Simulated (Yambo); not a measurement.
A G0W0@PBEsol run in Yambo for Li4WO5 (space group I4, No. 79) (4×4×4 Γ-centred k mesh, bands 6 to 106 and a 6 Ry block in the screening, 106 bands in G with the Bruneval-Gonze terminator, plasmon pole fitted at 27.2 eV) gives these matrix elements, in eV, at the band edges ((0.25, -0.25, 0.25) → X):

| state | E0 | <Vxc> | <Σx> | <Σc(E0)> | Z |
|---|---|---|---|---|---|
| valence edge | 0.000 | -19.597 | -25.061 | 4.607 | 0.783 |
| conduction edge | 3.229 | -17.486 | -12.403 | -3.221 | 0.817 |

Q: Solve the linearised quasiparticle equation for both states, give the gap, and say how exchange and correlation each act on it.

A: E = E0 + Z(Σx + Σc − Vxc). Valence: 0.000 + 0.783 × (-25.061 + (4.607) − (-19.597)) = -0.67 eV. Conduction: 3.229 + 0.817 × (-12.403 + (-3.221) − (-17.486)) = 4.75 eV. The gap is 5.42 eV, against 3.23 eV in PBEsol. Replacing Vxc by bare exchange alone would open it by 10.55 eV; correlation takes back 7.83 eV of that, and Z scales what is left. Nearest settings tried, and what they do to the gap: 51 bands in G: +67 meV; 3 Ry block (63 vectors against 151): +84 meV. Not varied: bands in W, mesh. So the settings aren't converged at that level. Spin-orbit coupling is left out, which matters for elements this heavy: edges can move by tenths of an eV.

Geometry of the Materials Project entry, not relaxed at this level; primitive cell a = b = c = 5.059 Å, α = β = 99.48°, γ = 132.12°.

The structure is a Materials Project entry; no match was found in the copy of COD used, and its stability was not checked.
